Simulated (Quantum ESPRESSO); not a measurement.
# Au5Ti2Ta: one run as intended and one with a planted mistake

A calculation, not a measurement. The program is pw.x of Quantum ESPRESSO 7.5 (plane-wave density functional theory). The cell is made up: eight metal atoms on a face-centred cubic lattice, with elements, volume, strain and displacements drawn at random and not relaxed, so it may be unstable or far from any real phase. PseudoDojo standard norm-conserving files set the functional (PBE unless stated); there is no spin polarisation or spin-orbit coupling, the Fermi-Dirac width of 0.25 eV means electrons at about 2900 K, and the masses in the input are unused placeholders. Heavy elements are run without spin-orbit coupling, which real alloys of them have. A spin test at this wide smearing found no moment, but such smearing suppresses magnetism that the real alloy may have.

Intended input:

```
&control calculation='scf', pseudo_dir='./dojo.nc.sr.pbe.v0_5.standard.upf', outdir='./o', disk_io='minimal', tprnfor=.true., tstress=.true. /
&system ibrav=0, nat=8, ntyp=3, nbnd=79, ecutwfc=84.00895049, nosym=.true., tot_charge=0,
 occupations='smearing', smearing='fd', degauss=0.0183746611
/
&electrons conv_thr=1.470e-08, electron_maxstep=70, mixing_beta=0.5 /
ATOMIC_SPECIES
Au 1.0 Au.upf
Ta 1.0 Ta.upf
Ti 1.0 Ti.upf
CELL_PARAMETERS angstrom
1.927 4.1081 1.9722
2.0179 -4.1576 1.9804
4.0477 -0.0413 -4.0554
ATOMIC_POSITIONS angstrom
Au 0.0631 0.0515 -0.0102
Au 2.1398 -0.108 -2.0445
Ti 1.9981 -2.0846 -0.0336
Au 4.0389 -2.0961 -2.066
Ta 2.0171 2.0101 -0.058
Au 4.076 1.9076 -2.0689
Ti 2.0539 0.025 1.8769
Au 4.0445 -0.0754 -0.0562
K_POINTS automatic
5 5 4 1 1 1
```

The log is shortened where brackets say so; the opening notice, blank lines, dates and the lines on written files are dropped, and the path of the files is cut. It prints rydbergs, bohrs and kilobars, and counts compression as positive stress. Its total energy is the free energy E - TS of the whole cell.

Log of the intended run:

```
     Program PWSCF v.7.5
     Parallel version (MPI & OpenMP), running on       4 processor cores
     Number of MPI processes:                 4
     Threads/MPI process:                     1
     [start-up lines left out]
     bravais-lattice index     =            0
     lattice parameter (alat)  =       9.3497  a.u.
     unit-cell volume          =     892.2814 (a.u.)^3
     number of atoms/cell      =            8
     number of atomic types    =            3
     number of electrons       =       132.00
     number of Kohn-Sham states=           79
     kinetic-energy cutoff     =      84.0090  Ry
     charge density cutoff     =     336.0358  Ry
     scf convergence threshold =      1.5E-08
     mixing beta               =       0.5000
     number of iterations used =            8  plain     mixing
     Exchange-correlation= PBE
                           (   1   4   3   4   0   0   0)
     [axes and pseudopotential details left out]
   Cartesian axes
     site n.     atom                  positions (alat units)
         1        Au     tau(   1) = (   0.0127535   0.0104090  -0.0020616  )
         2        Au     tau(   2) = (   0.4324869  -0.0218285  -0.4132252  )
         3        Ti     tau(   3) = (   0.4038471  -0.4213301  -0.0067911  )
         4        Au     tau(   4) = (   0.8163245  -0.4236544  -0.4175707  )
         5        Ta     tau(   5) = (   0.4076873   0.4062725  -0.0117227  )
         6        Au     tau(   6) = (   0.8238230   0.3855556  -0.4181569  )
         7        Ti     tau(   7) = (   0.4151251   0.0050529   0.3793507  )
         8        Au     tau(   8) = (   0.8174563  -0.0152395  -0.0113589  )
     number of k points=    50  Fermi-Dirac smearing, width (Ry)=  0.0184
                       cart. coord. in units 2pi/alat
        k(    1) = (   0.2018401   0.0022682   0.0489314), wk =   0.0400000
        k(    2) = (   0.3546538   0.0037975  -0.1035654), wk =   0.0400000
     [further k points left out]
     Dense  grid:    92821 G-vectors     FFT dimensions: (  60,  60,  64)
     Estimated max dynamical RAM per process >     357.96 MB
     Estimated total dynamical RAM >       1.33 GB
     Initial potential from superposition of free atoms
     starting charge     131.9953, renormalised to     132.0000
     Starting wfcs are   80 randomized atomic wfcs
     total cpu time spent up to now is        5.2 secs
     per-process dynamical memory:   277.5 Mb
     Self-consistent Calculation
     iteration #  1     ecut=    84.01 Ry     beta= 0.50
     Davidson diagonalization with overlap
     ethr =  1.00E-02,  avg # of iterations =  4.2
     total cpu time spent up to now is       18.4 secs
     total energy              =   -1845.27775222 Ry
     estimated scf accuracy    <       7.32321193 Ry
     iteration #  2     ecut=    84.01 Ry     beta= 0.50
     Davidson diagonalization with overlap
     ethr =  5.55E-03,  avg # of iterations =  4.0
     total cpu time spent up to now is       32.6 secs
     total energy              =   -1848.03348983 Ry
     estimated scf accuracy    <      24.17254348 Ry
     [iterations 3 to 12 left out]
     iteration # 13     ecut=    84.01 Ry     beta= 0.50
     Davidson diagonalization with overlap
     ethr =  1.27E-09,  avg # of iterations =  2.3
     total cpu time spent up to now is      160.1 secs
     total energy              =   -1849.71557634 Ry
     estimated scf accuracy    <       0.00000012 Ry
     iteration # 14     ecut=    84.01 Ry     beta= 0.50
     Davidson diagonalization with overlap
     ethr =  8.91E-11,  avg # of iterations =  4.2
     total cpu time spent up to now is      172.7 secs
     End of self-consistent calculation
     [lines on levels left out]
!    total energy              =   -1849.71557636 Ry
     estimated scf accuracy    <       0.00000001 Ry
     smearing contrib. (-TS)   =      -0.10611354 Ry
     internal energy E=F+TS    =   -1849.60946282 Ry
     The total energy is F=E-TS. E is the sum of the following terms:
     one-electron contribution =    -542.70205358 Ry
     hartree contribution      =     342.20024723 Ry
     xc contribution           =    -325.34180871 Ry
     ewald contribution        =   -1323.76584775 Ry
     convergence has been achieved in  14 iterations
     Forces acting on atoms (cartesian axes, Ry/au):
     atom    1 type  1   force =     0.00122698   -0.02593556   -0.04351773
     atom    2 type  1   force =    -0.04963438    0.01538213    0.00393076
     atom    3 type  3   force =     0.02391251   -0.00230220   -0.00712189
     atom    4 type  1   force =     0.03891025   -0.01433440    0.00018743
     atom    5 type  2   force =     0.01327305    0.01792224   -0.01805592
     atom    6 type  1   force =    -0.00281215    0.03978771   -0.01747331
     atom    7 type  3   force =    -0.02500050   -0.02376020    0.05533996
     atom    8 type  1   force =     0.00012423   -0.00675971    0.02671070
     Total force =     0.123943     Total SCF correction =     0.000493
     Computing stress (Cartesian axis) and pressure
          total   stress  (Ry/bohr**3)                   (kbar)     P=      116.07
   0.00088831   0.00014324   0.00004586          130.68       21.07        6.75
   0.00014324   0.00058425  -0.00000254           21.07       85.95       -0.37
   0.00004586  -0.00000254   0.00089462            6.75       -0.37      131.60
     init_run     :      4.92s CPU      5.14s WALL (       1 calls)
     electrons    :    163.36s CPU    167.54s WALL (       1 calls)
     forces       :      2.07s CPU      2.09s WALL (       1 calls)
     stress       :      7.09s CPU      7.26s WALL (       1 calls)
     [timing details left out]
     PWSCF        :   2m57.54s CPU   3m 2.15s WALL
     JOB DONE.
```

A second run has one planted mistake: two atoms have their elements exchanged. The input lines that differ:

```
- Au 0.0631 0.0515 -0.0102
+ Ti 0.0631 0.0515 -0.0102
- Ti 1.9981 -2.0846 -0.0336
+ Au 1.9981 -2.0846 -0.0336
```

Its log:

```
     Program PWSCF v.7.5
     Parallel version (MPI & OpenMP), running on       4 processor cores
     Number of MPI processes:                 4
     Threads/MPI process:                     1
     [start-up lines left out]
     bravais-lattice index     =            0
     lattice parameter (alat)  =       9.3497  a.u.
     unit-cell volume          =     892.2814 (a.u.)^3
     number of atoms/cell      =            8
     number of atomic types    =            3
     number of electrons       =       132.00
     number of Kohn-Sham states=           79
     kinetic-energy cutoff     =      84.0090  Ry
     charge density cutoff     =     336.0358  Ry
     scf convergence threshold =      1.5E-08
     mixing beta               =       0.5000
     number of iterations used =            8  plain     mixing
     Exchange-correlation= PBE
                           (   1   4   3   4   0   0   0)
     [axes and pseudopotential details left out]
   Cartesian axes
     site n.     atom                  positions (alat units)
         1        Ti     tau(   1) = (   0.0127535   0.0104090  -0.0020616  )
         2        Au     tau(   2) = (   0.4324869  -0.0218285  -0.4132252  )
         3        Au     tau(   3) = (   0.4038471  -0.4213301  -0.0067911  )
         4        Au     tau(   4) = (   0.8163245  -0.4236544  -0.4175707  )
         5        Ta     tau(   5) = (   0.4076873   0.4062725  -0.0117227  )
         6        Au     tau(   6) = (   0.8238230   0.3855556  -0.4181569  )
         7        Ti     tau(   7) = (   0.4151251   0.0050529   0.3793507  )
         8        Au     tau(   8) = (   0.8174563  -0.0152395  -0.0113589  )
     number of k points=    50  Fermi-Dirac smearing, width (Ry)=  0.0184
                       cart. coord. in units 2pi/alat
        k(    1) = (   0.2018401   0.0022682   0.0489314), wk =   0.0400000
        k(    2) = (   0.3546538   0.0037975  -0.1035654), wk =   0.0400000
     [further k points left out]
     Dense  grid:    92821 G-vectors     FFT dimensions: (  60,  60,  64)
     Estimated max dynamical RAM per process >     357.96 MB
     Estimated total dynamical RAM >       1.33 GB
     Initial potential from superposition of free atoms
     starting charge     131.9953, renormalised to     132.0000
     Starting wfcs are   80 randomized atomic wfcs
     total cpu time spent up to now is        5.3 secs
     per-process dynamical memory:   285.4 Mb
     Self-consistent Calculation
     iteration #  1     ecut=    84.01 Ry     beta= 0.50
     Davidson diagonalization with overlap
     ethr =  1.00E-02,  avg # of iterations =  4.4
     total cpu time spent up to now is       18.6 secs
     total energy              =   -1845.50586827 Ry
     estimated scf accuracy    <       6.98751953 Ry
     iteration #  2     ecut=    84.01 Ry     beta= 0.50
     Davidson diagonalization with overlap
     ethr =  5.29E-03,  avg # of iterations =  4.1
     total cpu time spent up to now is       33.7 secs
     total energy              =   -1848.08525628 Ry
     estimated scf accuracy    <      23.62014986 Ry
     [iterations 3 to 14 left out]
     iteration # 15     ecut=    84.01 Ry     beta= 0.50
     Davidson diagonalization with overlap
     ethr =  5.65E-11,  avg # of iterations =  2.1
     total cpu time spent up to now is      189.2 secs
     total energy              =   -1849.71893274 Ry
     estimated scf accuracy    <       0.00000002 Ry
     iteration # 16     ecut=    84.01 Ry     beta= 0.50
     Davidson diagonalization with overlap
     ethr =  1.60E-11,  avg # of iterations =  1.6
     total cpu time spent up to now is      199.5 secs
     End of self-consistent calculation
     [lines on levels left out]
!    total energy              =   -1849.71893275 Ry
     estimated scf accuracy    <          1.1E-09 Ry
     smearing contrib. (-TS)   =      -0.10626517 Ry
     internal energy E=F+TS    =   -1849.61266757 Ry
     The total energy is F=E-TS. E is the sum of the following terms:
     one-electron contribution =    -542.68210202 Ry
     hartree contribution      =     342.14833855 Ry
     xc contribution           =    -325.33666107 Ry
     ewald contribution        =   -1323.74224303 Ry
     convergence has been achieved in  16 iterations
     Forces acting on atoms (cartesian axes, Ry/au):
     atom    1 type  3   force =    -0.02042155   -0.01933334   -0.00556825
     atom    2 type  1   force =    -0.03962906    0.02263308   -0.00677776
     atom    3 type  1   force =    -0.00311532   -0.00364786    0.02930006
     atom    4 type  1   force =     0.04507963   -0.01248410   -0.00226451
     atom    5 type  2   force =     0.01904802    0.01080564   -0.03407659
     atom    6 type  1   force =     0.00188378    0.03540032   -0.03166208
     atom    7 type  3   force =    -0.01779670   -0.02612126    0.03488684
     atom    8 type  1   force =     0.01495122   -0.00725247    0.01616230
     Total force =     0.112600     Total SCF correction =     0.000089
     Computing stress (Cartesian axis) and pressure
          total   stress  (Ry/bohr**3)                   (kbar)     P=      118.25
   0.00095614   0.00010805   0.00013623          140.65       15.89       20.04
   0.00010805   0.00052269  -0.00001837           15.89       76.89       -2.70
   0.00013623  -0.00001837   0.00093278           20.04       -2.70      137.22
     init_run     :      4.97s CPU      5.18s WALL (       1 calls)
     electrons    :    189.63s CPU    194.21s WALL (       1 calls)
     forces       :      2.07s CPU      2.10s WALL (       1 calls)
     stress       :      7.20s CPU      7.35s WALL (       1 calls)
     [timing details left out]
     PWSCF        :   3m23.99s CPU   3m29.01s WALL
     JOB DONE.
```

|  | intended run | run with the mistake |
| --- | --- | --- |
| free energy (eV) | -25166.662 | -25166.708 |
| entropy term -TS, part of it (eV) | -1.444 | -1.446 |
| pressure (GPa) | 11.61 | 11.83 |
| size of the largest force component (eV/Å) | 1.423 | 1.159 |
| largest change of a force component (eV/Å) |  | 0.976 |
| iterations | 14 | 16 |

For scale, a rerun of the intended cell at a higher cutoff and on a denser mesh moved values by no more than 0.002 eV in energy, 0.09 GPa in stress and 0.005 eV/Å in force, and a second program with other atomic files agreed on that cell to 2 % rms in force and 0.5 GPa in pressure.